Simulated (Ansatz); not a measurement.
An ordered 8-atom cell of In4SbAs3 on the zincblende lattice, 8 atoms and 112 valence electrons in a cell of about 241 Å³, was run 6 times in the PAW code Ansatz, each time on 4 threads of Arm Neoverse V1 (shared host).

| run | k mesh | irreducible k | cutoff (eV) | plane waves | bands | SCF iterations | wall time | peak host memory (GiB) |
| --- | --- | --- | --- | --- | --- | --- | --- | --- |
| relaxation, PBE | 6×4×4 | 28 | 420 | 4925 | 68 | 38 | 54 s | 0.86 |
| relaxation, r2SCAN | 6×4×4 | 28 | 500 | 6055 | 68 | 38 | ? | ? |
| bands, PBE | 6×4×4 | 28 | 420 | 4745 | 62 | 8 | 38 s | 1.4 |
| single point, r2SCAN | 6×4×4 | 28 | 500 | 6055 | 62 | 8 | 35 s | 1.3 |
| single point, HSE06 | 4×2×2 | 9 | 420 | 4745 | 62 | 22 | ? | ? |
| single point, PBE+SOC | 6×4×4 | 28 | 420 | 4745 | 124 | 9 | ? | ? |

Question: What time and memory did the runs marked ? need?

Answer:
```
                  run  wall time  peak host memory (GiB)
single point, PBE+SOC    2.5 min                     3.3
  single point, HSE06    3.2 min                     3.1
   relaxation, r2SCAN    2.4 min                     1.5
```

Only the levels marked +SOC include spin-orbit coupling.

Small gaps with spin-orbit coupling can be splittings of inverted bands, not the fundamental gap; semilocal functionals often invert bands that the real crystal keeps in order.
